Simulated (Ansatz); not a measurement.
Input for Ansatz (plane-wave DFT, PAW):

```yaml
crystal:
  lattice:
    - [-1.995201215, 1.995201215, 1.995201215]
    - [1.995201215, -1.995201215, 1.995201215]
    - [1.995201215, 1.995201215, -1.995201215]
  atoms:
    - { symbol: Bi, position: [0.0, 0.0, 0.0] }
basis:
  ecutwfc: 420
kpoints:
  mp_grid: { grid: [16, 16, 16] }
hamiltonian:
  xc: pbesol
scf:
  occupations: { method: gaussian, width: 0.1 }
output:
  forces: true
  stress: true
  eigenvalues: true
```

Launched with
```bash
ansatz run input.yaml --threads 1 --pin off --max-ram 2560MiB --backend cpu --events-out ev --progress --plain --runs-dir out
```

These are results of Ansatz, DFT PBEsol, scalar-relativistic, plane waves, PAW, not measurements.

Abridged output (iterations and final results):

```
SCF iter   1: F=—  HF=-12241.901003 eV  |F-HF|=—  |Δ(HF+E_count)|=         —  Δρ=8.71e-4  dr2=1.49e-4  ethr=1.77e-3  ⟨swp⟩=5.4  Hψ=9891  notcnv=0
SCF iter   2: F=—  HF=-12241.900408 eV  |F-HF|=—  |Δ(HF+E_count)|=   5.96e-4  Δρ=7.24e-4  dr2=1.18e-4  ethr=9.95e-7  ⟨swp⟩=2.6  Hψ=4172  notcnv=0
SCF iter   3: F=—  HF=-12241.900406 eV  |F-HF|=—  |Δ(HF+E_count)|=   2.03e-6  Δρ=3.53e-4  dr2=2.20e-5  ethr=7.85e-7  ⟨swp⟩=2.0  Hψ=2760  notcnv=0
SCF iter   4: F=—  HF=-12241.900395 eV  |F-HF|=—  |Δ(HF+E_count)|=   1.11e-5  Δρ=1.74e-4  dr2=5.08e-6  ethr=1.47e-7  ⟨swp⟩=2.9  Hψ=2884  notcnv=0
SCF iter   5: F=—  HF=-12241.900391 eV  |F-HF|=—  |Δ(HF+E_count)|=   3.17e-6  Δρ=3.66e-5  dr2=4.36e-7  ethr=3.39e-8  ⟨swp⟩=2.0  Hψ=2759  notcnv=0
SCF iter   6: F=—  HF=-12241.900391 eV  |F-HF|=—  |Δ(HF+E_count)|=   8.38e-8  Δρ=2.47e-5  dr2=1.48e-7  ethr=2.91e-9  ⟨swp⟩=1.0  Hψ=1667  notcnv=0
SCF iter   7: F=-12241.900391 eV  HF=-12241.900391 eV  |F-HF|=1.49e-8  |Δ(HF+E_count)|=   7.02e-8  Δρ=8.09e-6  dr2=1.38e-8  ethr=6.67e-10  ⟨swp⟩=6.8  Hψ=6936  notcnv=0
SCF 1 converged in 7 iterations: F = -12241.900391 eV  dr2 = 1.38e-8
SCF converged after 7 iterations
Free energy (F): -12241.900391 eV
Harris-Foulkes:  -12241.900391 eV  (|F-HF|=1.49e-8)
Internal energy: -12241.895723 eV  (E = F + TS)
E sigma→0 (E₀):  -12241.898057 eV
Entropy (-TS):   -0.004669 eV (-4.669 meV/atom)
Fermi energy:    11.216569 eV
--- Per-component energies (eV) ---
  E_band       = -88.583302
  E_kinetic    = 301.871191
  E_local      = -1416.419570  (includes V_loc(G=0)·N_el)
  E_nonlocal   = 561.925848
  E_hartree    = 447.611691
  E_xc         = -150.126206
  E_vxc        = -143.927402  (∫ρ·V_xc dr)
  E_paw        = -10509.449841  (= ΣΔE_a)
  E_vpaw       = -287.260806  (= ΣTr[D̂ρ^β])
  E_aug_tail   = -0.000468  (compensation charges beyond the density's cutoff)
  E_ewald      = -1477.398119
  E_core_change = 0.089752  (= ΣΔE_core)
  E_smearing   = -0.004669  (= −TS)
--- Forces (eV/Å), atoms counted from 1 ---
  atom   1  Bi     0.00000000     0.00000000     0.00000000
--- Stress (GPa, compression-positive) ---
       -2.978962       0.000000       0.000000
        0.000000      -2.978962       0.000000
        0.000000       0.000000      -2.978962
  P = ⅓ Tr σ = -2.9790 GPa (-29.790 kbar)
--- Band table (eV; the first three rows and the last of 145) ---
  k-point 0: bands = ["-11.7028", "-11.7028", "-11.7028", "-11.5811", "-11.5811", "-2.1359", "16.2160", "16.2160", "16.2160", "20.0977", "21.6860", "21.6860"]
  k-point 1: bands = ["-11.7042", "-11.7003", "-11.6954", "-11.5828", "-11.5814", "-2.0664", "15.4374", "15.9996", "16.1546", "20.5414", "21.0835", "21.2511"]
  k-point 2: bands = ["-11.7082", "-11.6935", "-11.6742", "-11.5873", "-11.5822", "-1.8593", "13.8706", "15.4607", "15.9760", "19.7605", "20.6130", "21.3988"]
  k-point 144: bands = ["-11.7114", "-11.7114", "-11.5218", "-11.5218", "-11.5218", "2.8235", "9.4826", "9.4826", "9.4826", "14.7736", "14.7736", "26.4666"]
```

The calculation finished and met its thresholds.

Time: 5.7 s on 1 thread of Intel(R) Xeon(R) Processor @ 2.50GHz (Skylake/Cascade Lake) (shared host), peak memory 0.35 GiB.

Spin–orbit coupling is left out, which can shift energies with elements as heavy as these.